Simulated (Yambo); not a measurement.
Yambo run on SiC (2H, space group P6_3mc, No. 186). The wavefunctions come from this Quantum ESPRESSO step (LDA, PseudoDojo standard norm-conserving files, scalar-relativistic):

```
&CONTROL
  calculation = 'nscf'
  pseudo_dir = './pseudo'
  outdir = './out'
/
&SYSTEM
  ibrav = 0
  nat = 4
  ntyp = 2
  ecutwfc = 82.0
  ecutrho = 328.0
  occupations = 'fixed'
  force_symmorphic = .true.
  nbnd = 77
/
&ELECTRONS
  conv_thr = 4e-09
  diago_full_acc = .true.
  diago_thr_init = 1e-08
/
ATOMIC_SPECIES
C 12.0110 C.upf
Si 28.0850 Si.upf
CELL_PARAMETERS angstrom
  3.053959529453   0.000000000000   0.000000000000
 -1.526979764726   2.644806534635   0.000000000000
  0.000000000000   0.000000000000   5.011948756000
ATOMIC_POSITIONS crystal
C   0.333333333000   0.666666667000   0.875404181000
C   0.666666666333   0.333333333667   0.375404181000
Si   0.333333333000   0.666666667000   0.499595819000
Si   0.666666666333   0.333333333667   0.999595819000
K_POINTS automatic
6 6 4 0 0 0
```

Yambo input:

```
rim_cut
gw0
dyson
el_el_corr
HF_and_locXC
ppa
em1d
RandQpts= 1000000
RandGvec= 1 Ry
EXXRLvcs= 82 Ry
VXCRLvcs= 328 Ry
Chimod= "HARTREE"
% BndsRnXp
 1 | 76 |
%
NGsBlkXp= 8 Ry
% LongDrXp
 1.0 | 1.0 | 1.0 |
%
PPAPntXp= 27.2114 eV
% GbndRnge
 1 | 76 |
%
GTermKind= "BG"
DysSolver= "n"
ExtendOut
% QPkrange
 1 | 1 | 8 | 9 |
 10 | 10 | 8 | 9 |
 19 | 19 | 8 | 9 |
%
```

k points by index: 1 = Γ, 10 = M, 19 = K.

The o-*.qp file then holds:

```
#    K-point    Band    Eo [eV]    E [eV]    E-Eo [eV]    Vxc [eV]    Vnlxc [eV]    Sc|Eo [eV]    Sc|E [eV]    dSc/dw|Eo [eV]    Re(Z)    Im(Z)
#
    1    8    0.000000    -0.469559    -0.469559    -14.98255    -17.61075    2.040682    2.158641    -6.834814    0.799247    -0.001123
    1    9    4.944483    5.442657    0.498174    -12.30243    -7.094937    -4.593115    -4.709321    -6.346077    0.810888    -0.001172
    10    8    -1.206768    -1.810783    -0.604015    -14.49747    -17.62620    2.370015    2.524714    -6.968367    0.796124    -0.001160
    10    9    2.731103    3.173406    0.442303    -10.81566    -6.180090    -4.099403    -4.193267    -5.773551    0.824963    -0.001019
    19    8    -3.913369    -4.686137    -0.772768    -13.19896    -17.17906    2.995298    3.207329    -7.462627    0.784761    -0.003554
    19    9    2.139903    2.531229    0.391326    -10.17953    -5.752098    -3.954905    -4.036104    -5.645119    0.828187    -0.001011
```
(The two width columns are left out.) Convergence of these settings isn't established.

Geometry relaxed with LDA.
